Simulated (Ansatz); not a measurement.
Relaxed-ion elastic tensor of TaTe (rock salt, Fm-3m) in GPa (Voigt order), DFT-r²SCAN in the program Ansatz with PAW potentials; density 11.26 g/cm³, 22.74 Å³ per atom.

```json
[
 {"": "1", "1": "246", "2": "49.9", "3": "49.9", "4": "0.0", "5": "0.0", "6": "0.0"},
 {"": "2", "1": "49.9", "2": "246", "3": "49.9", "4": "0.0", "5": "0.0", "6": "0.0"},
 {"": "3", "1": "49.9", "2": "49.9", "3": "246", "4": "0.0", "5": "0.0", "6": "0.0"},
 {"": "4", "1": "0.0", "2": "0.0", "3": "0.0", "4": "-29.7", "5": "0.0", "6": "0.0"},
 {"": "5", "1": "0.0", "2": "0.0", "3": "0.0", "4": "0.0", "5": "-29.7", "6": "0.0"},
 {"": "6", "1": "0.0", "2": "0.0", "3": "0.0", "4": "0.0", "5": "0.0", "6": "-29.7"}
]
```

Problem. Is the crystal mechanically stable?

Solution. No: the smallest eigenvalue of C is -29.7 GPa.

The start of the workflow was typed in or built on a structure type; neither database checked (COD, Materials Project) lists it. Whether it is the stable phase at ambient conditions was not checked. Symmetry was held in the r²SCAN relaxation. At this level the phase is mechanically unstable. No spin polarisation was allowed. Its formation energy is positive at this level, so the cell may be metastable or incomplete. As this level gives no gap, shear constants depend on the k-mesh and smearing (Fermi–Dirac, 0.1 eV here). On the denser mesh and wider smearing of the elastic run this cell carries a stress of 0.3 GPa. Scalar-relativistic: spin–orbit coupling is off unless named, which matters more the heavier the elements.

Potentials: the later of the program's two PAW sets.
